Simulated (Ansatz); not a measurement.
CaO:
```
CaO
1.0
    0.00000     2.39746     2.39746
    2.39746     0.00000     2.39746
    2.39746     2.39746     0.00000
Ca O
1 1
Direct
  0.00000   0.00000   0.00000
  0.50000   0.50000   0.50000
```

Tensor components refer to the Cartesian frame of this cell.

Give the high-frequency dielectric tensor and the Born effective charge tensors of the independent atoms from DFPT, the program Ansatz at the r²SCAN level (PAW).


ε∞:
```
3.52  0.00  0.00
0.00  3.52  0.00
0.00  0.00  3.52
```
Z* of atom 1 (Ca), rows: field, columns: displacement, in e:
```
2.33  0.00  0.00
0.00  2.33  0.00
0.00  0.00  2.33
```
Z* of atom 2 (O), rows: field, columns: displacement, in e:
```
-2.33   0.00   0.00
 0.00  -2.33   0.00
 0.00   0.00  -2.33
```

Static charges for comparison (Bader): Ca1 +1.52, O2 -1.52 e. Born charges measure polarisation by displacement and can exceed these by far.

Space group Fm-3m (rock salt). Symmetry was held in the r²SCAN relaxation; phonons on a q-mesh show no instability.

Potentials: the later of the program's two PAW sets.
